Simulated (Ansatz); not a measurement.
Question: Each is relaxed and computed with LDA (plane waves, PAW; program Ansatz). Which is the only one with a gap?
A) MoSe2, R3m (Mo on 3a, Se on 3a, Se on 3a)
B) Ga2BiAs, R3m (Ga on 3a, Ga on 3a, Bi on 3a, As on 3a)
C) MoP2, Cmc2_1 (Mo on 4a, P on 4a, P on 4a)
D) Si3Mo5, I4/mcm (Si on 4a, Mo on 4b, Si on 8h, Mo on 16k)

Answer: A, MoSe2, R3m (Mo on 3a, Se on 3a, Se on 3a). MoSe2: gap 0.73 eV (indirect); MoP2: metal; Si3Mo5: metal; Ga2BiAs: metal. Not the usual ambient phase: MoSe2, R3m (Mo on 3a, Se on 3a, Se on 3a). Standing as an ambient phase not checked: MoP2, Cmc2_1 (Mo on 4a, P on 4a, P on 4a); Si3Mo5, I4/mcm (Si on 4a, Mo on 4b, Si on 8h, Mo on 16k); Ga2BiAs, R3m (Ga on 3a, Ga on 3a, Bi on 3a, As on 3a). Weakly bound layers, chains or molecules computed without a dispersion correction, so cells and soft constants are ill determined: MoSe2, R3m (Mo on 3a, Se on 3a, Se on 3a). All cells were relaxed under the symmetry of their starts (and spin orders); stability against distortions was not tested throughout. Rows with no word on spin ran without spin polarisation. Scalar-relativistic: spin–orbit coupling is off unless named, which matters more the heavier the elements.

Potentials: the later of the program's two PAW sets.
